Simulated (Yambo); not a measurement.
Yambo run on MgZnO2 (space group P3m1, No. 156). The wavefunctions are PBEsol (Quantum ESPRESSO, PseudoDojo norm-conserving, 84 Ry, scalar-relativistic) ones on a 6×6×4 mesh (21 occupied bands); a = b = 3.263 Å, c = 5.120 Å, α = β = 90.00°, γ = 120.00°.

Yambo input:

```
rim_cut
gw0
dyson
el_el_corr
HF_and_locXC
cohsex
em1s
RandQpts= 1000000
RandGvec= 1 Ry
EXXRLvcs= 84 Ry
VXCRLvcs= 336 Ry
Chimod= "HARTREE"
% BndsRnXs
 6 | 124 |
%
NGsBlkXs= 10 Ry
% LongDrXs
 1.0 | 1.0 | 1.0 |
%
ExtendOut
% QPkrange
 1 | 1 | 21 | 22 |
%
```

k points by index: 1 = Γ.

The o-*.qp file then holds:

```
#    K-point    Band    Eo [eV]    E [eV]    E-Eo [eV]    Vxc [eV]    Vnlxc [eV]    Sc|Eo [eV]    Re(Z)    Im(Z)
#
    1    21    0.000000    -3.318316    -3.318316    -24.09281    -29.99487    2.583749    1.000000    0.000000
    1    22    1.763275    1.282054    -0.481221    -12.28618    -8.447114    -4.320283    1.000000    0.000000
```
(The two width columns are left out.) Convergence of these settings isn't established.

Geometry relaxed with PBEsol.

The structure is a Materials Project entry; no match was found in the copy of COD used, and its stability was not checked.
